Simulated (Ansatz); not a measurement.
**Equation of state of BiB**

```
CELL_PARAMETERS angstrom
0.00000 2.76199 2.76199
2.76199 0.00000 2.76199
2.76199 2.76199 0.00000
ATOMIC_POSITIONS crystal
B 0.00000 0.00000 0.00000
Bi 0.25000 0.25000 0.25000
```

The structure comes from a relaxation in the same program, started in the zincblende type, and has space group F-43m. Whether it is a known phase or the ground state wasn't checked.

Spin–orbit coupling is left out, though it moves levels of the heavy atoms by tenths of an eV or more.

Levels of theory: DFT, PBE, all-electron LAPW, scalar-relativistic (Ansatz 0.2.0); DFT, PBE, PAW with Ansatz's default frozen-core files, scalar-relativistic (Ansatz 0.2.0).

For LAPW: a Γ-centred 11×11×11 k mesh, Fermi–Dirac smearing of 0.05 eV, basis error target 0.5 meV/atom, no spin polarisation. PAW takes a cutoff of 420 eV at this cell. The Ansatz runs share mesh, smearing and spin set-up. Plane-wave (PAW) pressures include the program's estimate of the Pulay term.

The cell above is scaled evenly, with fractional coordinates and shape held.

```tsv
V/V(cell)	V (Å³/atom)	P, LAPW (GPa)	P, PAW (GPa)
0.9405	19.816	5.10	5.09
0.9800	20.649	?	?
1.0000	21.070	-0.04	-0.05
1.0200	21.491	-1.40	-1.41
1.0600	22.334	-3.72	-3.73
```

(1) Fill in the row V/V(cell) = 0.9800.

(2) What do Birch–Murnaghan fits to the pressures give?

Results:

(1) P, LAPW (GPa) = 1.50, P, PAW (GPa) = 1.49.

(2) LAPW: V0 = 21.06 Å³/atom, B0 = 73 GPa, B0′ = 4.7; PAW: V0 = 21.06 Å³/atom, B0 = 73 GPa, B0′ = 4.7.
